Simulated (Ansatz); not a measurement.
AgW (L1₀ or tetragonal B2, P4/mmm), a = 2.666 Å, b = 2.666 Å, c = 4.554 Å, α = 90.00°, β = 90.00°, γ = 90.00°.

Relaxed with r²SCAN.

Problem. Which orbitals make up the states near the Fermi level in r²SCAN in the plane-wave PAW code Ansatz?

Solution. Within 0.5 eV of the Fermi level: W 5d 73 %, Ag 4d 11 %, outside the projected shells 10 %. Projections are on Löwdin-orthogonalised atomic valence shells; empty p or d shells of many metals are not among them.

Problem. Tabulate the density of states.

Solution. States/eV per cell of 2 atoms, in 0.25 eV bins, energy from the Fermi level.

| E (eV) | total | Ag 4d | W 5d | Ag 5s |
|---|---|---|---|---|
| -7.85 | 0.20 | 0.01 | 0.00 | 0.07 |
| -7.60 | 0.24 | 0.01 | 0.01 | 0.08 |
| -7.35 | 0.34 | 0.06 | 0.02 | 0.10 |
| -7.10 | 0.97 | 0.53 | 0.07 | 0.12 |
| -6.85 | 2.59 | 1.82 | 0.19 | 0.20 |
| -6.60 | 3.80 | 2.89 | 0.31 | 0.23 |
| -6.35 | 4.41 | 3.51 | 0.41 | 0.21 |
| -6.10 | 3.30 | 2.76 | 0.36 | 0.11 |
| -5.85 | 3.55 | 2.88 | 0.47 | 0.13 |
| -5.60 | 4.92 | 3.89 | 0.77 | 0.16 |
| -5.35 | 2.86 | 2.37 | 0.32 | 0.11 |
| -5.10 | 3.16 | 2.52 | 0.27 | 0.29 |
| -4.85 | 2.83 | 2.48 | 0.17 | 0.12 |
| -4.60 | 2.42 | 2.19 | 0.13 | 0.05 |
| -4.35 | 3.50 | 3.09 | 0.24 | 0.08 |
| -4.10 | 2.61 | 2.08 | 0.27 | 0.12 |
| -3.85 | 1.75 | 1.12 | 0.37 | 0.11 |
| -3.60 | 1.69 | 0.80 | 0.62 | 0.10 |
| -3.35 | 1.60 | 0.46 | 0.85 | 0.10 |
| -3.10 | 1.89 | 0.45 | 1.13 | 0.10 |
| -2.85 | 1.85 | 0.45 | 1.12 | 0.08 |
| -2.60 | 1.83 | 0.40 | 1.18 | 0.08 |
| -2.35 | 1.93 | 0.39 | 1.31 | 0.06 |
| -2.10 | 1.66 | 0.27 | 1.18 | 0.05 |
| -1.85 | 1.42 | 0.23 | 1.01 | 0.04 |
| -1.60 | 1.20 | 0.16 | 0.88 | 0.04 |
| -1.35 | 1.30 | 0.13 | 0.98 | 0.04 |
| -1.10 | 1.67 | 0.17 | 1.24 | 0.04 |
| -0.85 | 1.53 | 0.14 | 1.13 | 0.03 |
| -0.60 | 1.55 | 0.16 | 1.16 | 0.02 |
| -0.35 | 1.62 | 0.18 | 1.23 | 0.03 |
| -0.10 | 1.45 | 0.16 | 1.09 | 0.04 |
| 0.15 | 1.26 | 0.13 | 0.90 | 0.06 |
| 0.40 | 0.88 | 0.09 | 0.57 | 0.09 |
| 0.65 | 0.47 | 0.04 | 0.38 | 0.02 |
| 0.90 | 0.51 | 0.04 | 0.43 | 0.01 |
| 1.15 | 0.89 | 0.07 | 0.74 | 0.02 |
| 1.40 | 1.53 | 0.10 | 1.27 | 0.02 |
| 1.65 | 1.55 | 0.10 | 1.24 | 0.04 |
| 1.90 | 1.99 | 0.11 | 1.57 | 0.07 |
| 2.15 | 1.93 | 0.07 | 1.52 | 0.10 |
| 2.40 | 1.60 | 0.05 | 1.26 | 0.10 |
| 2.65 | 1.71 | 0.05 | 1.34 | 0.13 |
| 2.90 | 1.74 | 0.05 | 1.36 | 0.14 |
| 3.15 | 1.67 | 0.04 | 1.27 | 0.15 |
| 3.40 | 1.38 | 0.03 | 0.95 | 0.15 |
| 3.65 | 0.98 | 0.02 | 0.56 | 0.13 |
| 3.90 | 0.82 | 0.02 | 0.42 | 0.12 |
| 4.15 | 0.70 | 0.01 | 0.33 | 0.11 |
| 4.40 | 0.69 | 0.01 | 0.32 | 0.09 |
| 4.65 | 0.63 | 0.01 | 0.27 | 0.08 |

The start of the workflow was typed in or built on a structure type; neither database checked (COD, Materials Project) lists it. Whether it is the stable phase at ambient conditions was not checked. Symmetry was held in the r²SCAN relaxation; its stability against distortions is not shown here. No spin polarisation was allowed. Its formation energy is positive at this level, so the cell may be metastable or incomplete. Axis ratios of metals converge slowly with the k-mesh, so a and c are less sure than the volume. Spin–orbit coupling is left out wherever it is not named.

Potentials: the earlier of the program's two PAW sets.
